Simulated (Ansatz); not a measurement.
Zr in space group P6/mmm (No. 191; Zr on 1a, Zr on 2d) under volume change, DFT-r²SCAN in the program Ansatz with PAW potentials, shape and atoms relaxed at each volume.

```tsv
V (Å³/atom)	E − E(relaxed) (meV/atom)	P (GPa)
21.056	…	…
21.750	27.6	6.66
22.445	6.6	3.11
23.139	0.0	0.00
23.833	6.1	-2.73
24.527	…	…
25.221	50.1	-7.23
```

Question: Fill in the missing entries.

Answer: 
- 24.527, E − E(relaxed) (meV/atom): 23.2
- 24.527, P (GPa): -5.13
- 21.056, E − E(relaxed) (meV/atom): 65.1
- 21.056, P (GPa): 10.74

Question: What does a third-order Birch–Murnaghan fit give for V₀, B₀ and B′?

Answer: V₀ = 23.14 Å³/atom, B₀ = 97.1 GPa, B′ = 3.4.

This is a known high-pressure phase of the composition, computed here at zero pressure and temperature. The cell was relaxed with r²SCAN under the symmetry of its start; whether a distortion lowers the energy is not shown. The run is not spin-polarised.

Potentials: the later of the program's two PAW sets.
